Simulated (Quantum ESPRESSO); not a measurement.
# Strain and stress in Ge3NBSi3

The results below are calculated, not measured. They come from pw.x of Quantum ESPRESSO 7.5, a plane-wave density functional program, with PseudoDojo standard norm-conserving files (v0.5 for PBE, v0.4.1 for LDA and PBEsol). The cells are made up: elements, strain and atom displacements were drawn at random, and nothing was relaxed. There is no spin polarisation, spin-orbit coupling or dispersion term.

The cell has 8 sites of a zincblende or diamond lattice. Sites 1 to 4 hold Ge N B Ge; sites 5 to 8 hold Si Ge Si Si. Cell vectors in Å: (5.634, -0.047, 0.058); (-0.047, 5.621, -0.015); (0.059, -0.016, 5.700). Settings: PBE, cutoff 1143 eV, 6 x 6 x 6 k mesh shifted by half a step, Fermi-Dirac smearing of 0.1 eV.

Each run adds a strain along z to one cell, with the atoms carried along; the vectors above are those of run 2. Stress is positive in tension and P is minus a third of its trace. E is the free energy for each atom above the lowest run shown.

```
run,strain (%),s_xx (GPa),s_yy (GPa),s_zz (GPa),s_xy (GPa),P (GPa),E (meV/atom)
1,-1.62,11.97,11.80,12.42,-0.70,-12.07,0.00
2,-0.79,11.95,11.79,13.04,-0.66,-12.26,14.96
3,0.85,11.88,11.72,14.18,-0.60,-12.59,46.67
5,1.58,11.84,11.67,14.67,-0.57,-12.73,61.60
6,1.90,11.81,11.65,14.87,-0.56,-12.78,68.34
7,2.21,11.79,11.63,15.07,-0.55,-12.83,74.93
4,1.16,?,?,?,?,?,?
```

A rerun of one of these cells at 1437 eV and k mesh 8 x 8 x 8 moved values by no more than 0.002 eV in the cell's energy, 0.03 GPa in stress and 0.010 eV/Å in force.

## Worked fit

A parabola through the six runs shown gives s_zz = 13.60 + 0.70 e - 0.016 e² GPa, with e in per cent and a scatter of 0.01 GPa. The slope is a stiffness of 70 ± 1 GPa for each unit of this strain at e = 0. The atoms are clamped, and relaxing them would in general lower it. The error is the larger of the fit's own and the change that a cubic makes, rounded up.

## Withheld run

Question: what s_zz should run 4 give?

The fit gives 14.39 GPa. The calculation gave 14.39 GPa.

```
run,strain (%),s_xx (GPa),s_yy (GPa),s_zz (GPa),s_xy (GPa),P (GPa),E (meV/atom)
4,1.16,11.86,11.70,14.39,-0.59,-12.65,52.92
```